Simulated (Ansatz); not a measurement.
Here is the system:

ZnAu:
```
CELL_PARAMETERS angstrom
      3.12860     0.00000     0.00000
      0.00000     3.12860     0.00000
      0.00000     0.00000     3.12860
ATOMIC_POSITIONS crystal
  Au 0.00000 0.00000 0.00000
  Zn 0.50000 0.50000 0.50000
```

This is the PBEsol-relaxed structure.

Q: All from PBEsol in the plane-wave PAW code Ansatz, unless another level is named. Give the Debye temperature from the elastic constants.

A: 181 K.

Q: Give the highest zone-centre frequency.

A: 144 cm⁻¹.

Space group Pm-3m (CsCl type). The cell was relaxed with PBEsol under the symmetry of its start; of distortions, only those at the zone centre were tested. As this level gives no gap, shear constants depend on the k-mesh and smearing (Fermi–Dirac, 0.1 eV here). As this level gives no gap, phonon frequencies hold no LO–TO term and depend on the k-mesh and smearing (Fermi–Dirac, 0.1 eV here). Spin–orbit coupling is left out wherever it is not named.

Potentials: the later of the program's two PAW sets.
